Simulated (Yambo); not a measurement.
G0W0@PBEsol for CdBr₂ (space group P6_3mc, No. 186) in Yambo. Reference settings: 3×3×1 Γ-centred k mesh, bands 9 to 263 and a 7 Ry block in the screening, 263 bands in G with the Bruneval-Gonze terminator, plasmon pole fitted at 27.2 eV. The PBEsol gap Γ → Γ on this mesh is 2.68 eV; G0W0 gaps are taken between the same points.

The settings were changed. The gap went from 4.37 eV to 4.44 eV, and the shift of the valence edge from -1.02 eV to -0.89 eV.

What was changed between the two runs?
A. 124 bands in W
B. no random integration
C. 171 bands in G, no terminator
D. 101 bands in W, 101 bands in G

A, 124 bands in W. The others gave (gap, valence shift): no random integration: 4.31, -0.81 eV; 101 bands in W, 101 bands in G: 4.48, -0.78 eV; 171 bands in G, no terminator: 4.31, -0.76 eV.

Spin-orbit coupling is not included.

Geometry relaxed with PBE+D3(BJ); primitive cell a = b = 3.9971 Å, c = 12.5752 Å, α = β = 90.00°, γ = 120.00°.

A shift is the quasiparticle energy of the state minus its PBEsol energy.
